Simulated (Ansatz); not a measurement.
# CsCdCl3 (Pm-3m), a vibration from a frozen displacement

These are results of Ansatz, DFT LDA, scalar-relativistic, plane waves, PAW, not measurements. Settings: plane waves to 420 eV, k-mesh 6×6×6 (Γ-centred), Gaussian smearing 0.05 eV. Spin–orbit coupling is left out, which matters for the heavy elements here. No spin polarisation. Energies are free energies at this smearing, counted from the undisturbed cell; pressure is positive in compression.

Zero of the scan (as given, not relaxed at this level; it stands at -1.9 GPa, and it needn't be the usual structure):

```yaml
crystal:
  lattice:
    - [5.20000, 0.00000, 0.00000]
    - [0.00000, 5.20000, 0.00000]
    - [0.00000, 0.00000, 5.20000]
  atoms:
    - { symbol: Cs, position: [0.00000, 0.00000, 0.00000] }
    - { symbol: Cd, position: [0.50000, 0.50000, 0.50000] }
    - { symbol: Cl, position: [0.00000, 0.50000, 0.50000] }
    - { symbol: Cl, position: [0.50000, 0.00000, 0.50000] }
    - { symbol: Cl, position: [0.50000, 0.50000, 0.00000] }
```

Every Cl atom is moved by x along the Cartesian unit vector (1.000, 0.000, 0.000); the cell and all other atoms stay fixed. The cell's volume is 140.61 Å³; the moved atoms weigh 106.350 u together and the others 245.319 u. Some rows repeat others by symmetry and weren't run.

| x (Å) | ΔE (meV/cell) | total force on the moved atoms along the move (eV/Å) | pressure (GPa) |
| --- | --- | --- | --- |
| -0.1000 | 17.24 | 0.3578 | -1.7566 |
| -0.0875 | 13.09 | 0.3077 | -1.7910 |
| -0.0750 | 9.54 | 0.2598 | -1.8207 |
| -0.0625 | 6.58 | 0.2137 | -1.8458 |
| -0.0500 | 4.19 | 0.1693 | -1.8662 |
| -0.0250 | 1.04 | 0.0833 | -1.8934 |
| 0.0000 | 0.00 | 0.0000 | -1.9025 |
| 0.0250 | 1.04 | -0.0833 | -1.8934 |
| 0.0500 | 4.19 | -0.1693 | -1.8662 |
| 0.0625 | 6.58 | -0.2137 | -1.8458 |
| 0.0750 | 9.54 | -0.2598 | -1.8207 |
| 0.0875 | 13.09 | -0.3077 | -1.7910 |
| 0.1000 | 17.24 | -0.3578 | -1.7566 |

Q: What frequency belongs to this motion?

A: The force constant is k = −dF/dx = 3.332 eV/Å², from the parabola through x = -0.0250, 0 and 0.0250. In every cell the moved atoms swing against the rest, so the mass is μ = m₁m₂/(m₁ + m₂) = 74.188 u, and ν̃ = 521.5 cm⁻¹ × √(|k|/μ) = 111 cm⁻¹, at this cell's pressure of -1.9 GPa. The pattern needn't be a normal mode: ν̃² is then a weighted mean of the squared nonzero frequencies at the zone centre of this cell, taken without macroscopic field, so it lies between the lowest and the highest of them.

Q: How far does the harmonic law reach?

A: At x = -0.100 Å, kx²/2 = 16.66 meV against the computed 17.24 meV (+3.5 %): the well is still close to harmonic there.

Q: The pressure changes with x². What does that say about the frequency under compression?

A: With E = k(V)x²/2, k ∝ V^(−2γ) and x scaling with the cell as V^(1/3), P − P0 = −∂E/∂V = (2γ − 2/3) ΔE/V. At x = 0.0500 Å, V(P − P0) = 140.61 × 0.03624 / 160.2 eV = 31.80 meV and ΔE = 4.19 meV, so γ = 1/3 + V(P − P0)/(2ΔE) = 4.13. This is the Grüneisen parameter of the motion under uniform scaling of the cell: shrinking the cell evenly by 1 % in volume raises the frequency by about 4.13 %.

Many cubic perovskites lower their energy by tilts or polar distortions; a scan of this one displacement doesn't rule them out.